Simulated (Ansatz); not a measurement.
**Profile along the B–B line in MgB2 (AlB2 type, space group P6/mmm)**

MgB2 (AlB2 type, space group P6/mmm)

```
MgB2
1.0
    3.06322     0.00000     0.00000
   -1.53161     2.65283     0.00000
    0.00000     0.00000     3.49987
Mg B
1 2
Direct
  0.00000   0.00000   0.00000
  0.33333   0.66667   0.50000
  0.66667   0.33333   0.50000
```

Fields along a shortest B–B line of a (0001) plane (1.77 Å), from B to B, interpolated on the slice's grid (step about 0.2 Å). Computed with PBEsol (plane waves to 420 eV, PAW, scalar-relativistic; Ansatz, a quantum-chemistry and plane-wave program). k mesh 17×17×13. Near the nuclei the fields are pseudised (PAW); where an atom keeps semicore shells as valence, they peak there. MgB2 was relaxed with its symmetry unable to fall.

| distance from B (Å) | valence electron density (e/Å³) | electron localisation function |
|---|---|---|
| 0.00 | 0.23 | x |
| 0.09 | 0.28 | x |
| 0.18 | 0.41 | x |
| 0.27 | 0.58 | x |
| 0.35 | 0.74 | x |
| 0.44 | 0.84 | 0.51 |
| 0.53 | 0.87 | 0.69 |
| 0.62 | 0.87 | 0.82 |
| 0.71 | 0.86 | 0.89 |
| 0.80 | 0.84 | 0.91 |
| 0.89 | 0.83 | 0.92 |
| 0.97 | 0.84 | 0.91 |
| 1.06 | 0.86 | 0.89 |
| 1.15 | 0.87 | 0.82 |
| 1.24 | 0.87 | 0.69 |
| 1.33 | 0.84 | 0.51 |
| 1.42 | 0.74 | x |
| 1.50 | 0.58 | x |
| 1.59 | 0.41 | x |
| 1.68 | 0.28 | x |
| 1.77 | 0.23 | x |

x: too close to a nucleus for the ELF to mean much.

Density on the B–B line (1.77 Å) at its midpoint: 0.83 e/Å³. ELF at that point: 0.92. ELF maximum in the middle third of the B–B line: 0.92, 0.9 Å from B.
